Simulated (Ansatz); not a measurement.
Relaxed polymorphs of Ni. These are r2SCAN (plane waves to 500 eV, PAW, scalar-relativistic; Ansatz, a quantum-chemistry and plane-wave program) values and carry that method's errors. One row is withheld; estimate it from its structure type, its coordination and the trend of the others.

```tsv
structure	coordination	E − E(first row) (eV/atom)	V (Å³/atom)
Fm-3m, cF4, fcc (Cu type), ferromagnetic	Ni 12 (cuboctahedral)	0.00	10.53
Pm-3m, cP3, ferromagnetic	–	0.56	12.60
R-3m, hR2, ferromagnetic	–	0.21	10.99
P6₃/mmc, hP4, AFLOW prototype A_hP4_194_ac (A3', as in La), ferromagnetic	–	(withheld)	(withheld)
I4/mmm, tI2, AFLOW prototype A_tI2_139_a (A_a), ferromagnetic	–	0.09	10.64
P6₃/mmc, hP2, hcp (Mg type), ferromagnetic	Ni 12 (anticuboctahedral)	0.05	10.56
I4₁/amd, tI4, AFLOW prototype A_tI4_141_a (A5, as in Sn), ferromagnetic	–	0.50	11.57
Im-3m, cI2, bcc (W type), ferromagnetic	Ni 8 (cubic)+6	0.12	10.58
```

Question: Complete the blanks.

Answer: 
- P6₃/mmc, hP4, AFLOW prototype A_hP4_194_ac (A3', as in La), ferromagnetic, E − E(first row) (eV/atom): 0.02
- P6₃/mmc, hP4, AFLOW prototype A_hP4_194_ac (A3', as in La), ferromagnetic, V (Å³/atom): 10.57

The withheld cell: P6₃/mmc (No. 194), hP4, AFLOW prototype A_hP4_194_ac (A3', as in La); a = 2.4585 Å, b = 2.4585 Å, c = 8.0754 Å, α = 90.00°, β = 90.00°, γ = 120.00°; Ni 2a (0.000, 0.000, 0.000); Ni 2c (0.333, 0.667, 0.250); ferromagnetic. Coordination numbers (neighbours up to the widest gap in distance over summed covalent radii, below 1.35; n+m marks a second, longer set).

Probably no minimum, since a slightly shaken restart fell lower: I4/mmm, tI2, AFLOW prototype A_tI2_139_a (A_a), ferromagnetic (by 0.04 eV/atom, to P6₃/mmc); Im-3m, cI2, bcc (W type), ferromagnetic (by 0.07 eV/atom, to P6₃/mmc). 4 runs with a doubtful electronic state, a coarser numerical grid, an end not at rest or a source that can't be used are left out. Each run could gain symmetry but not lose that of its start, so entries can be saddle points. From databases, or of a type measured for this composition: Fm-3m, cF4, fcc (Cu type), ferromagnetic; P6₃/mmc, hP2, hcp (Mg type), ferromagnetic; the others are generated cells (placed on structure types, drawn at random, substituted or restacked) that were not matched to a known phase here. Each structure is listed in the lowest spin state found for it. Static energies at zero pressure. The runs use different k-meshes, so differences are rounded accordingly. Spin states reached: ferromagnetic; spin orders were not searched systematically. r2SCAN tends to overstate moments in metals.
